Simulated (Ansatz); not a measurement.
CsSnI3:
```xyz
5
Lattice="6.2714 0.0000 0.0000 0.0000 6.2714 0.0000 0.0000 0.0000 6.2714" Properties=species:S:1:pos:R:3 pbc="T T T"
Cs     0.0000     0.0000     0.0000
I      0.0000     3.1357     3.1357
I      3.1357     0.0000     3.1357
I      3.1357     3.1357     0.0000
Sn     3.1357     3.1357     3.1357
```

Relaxed with PBE. Special points in fractions of this cell's reciprocal vectors: Γ (0.000, 0.000, 0.000); X (0.000, 0.500, 0.000); M (0.500, 0.500, 0.000); R (0.500, 0.500, 0.500).

Q: List the band energies nearest the valence-band maximum at these points for PBE with spin–orbit coupling in the plane-wave PAW code Ansatz.

A: In eV from the valence-band maximum; about four levels below and three above (degenerate sets whole), none deeper than 8.9 eV; points with the same levels are listed once.

```tsv
k	below	above
Γ	-1.77 -1.77 -1.77 -1.77	2.23 2.23 3.21 3.21 3.21 3.21
X	-1.93 -1.93 -1.45 -1.45	1.10 1.10 3.71 3.71
M	-1.64 -1.64 -0.71 -0.71	0.60 0.60 0.98 0.98
R	-1.43 -1.43 -1.43 -1.43 0.00 0.00	0.04 0.04 0.52 0.52 0.52 0.52
```

Space group Pm-3m (cubic perovskite). This is a known high-temperature phase of the composition, computed here at zero pressure and temperature. The cell was relaxed with PBE under the symmetry of its start; of distortions, only those at the zone centre were tested.

Potentials: the later of the program's two PAW sets.
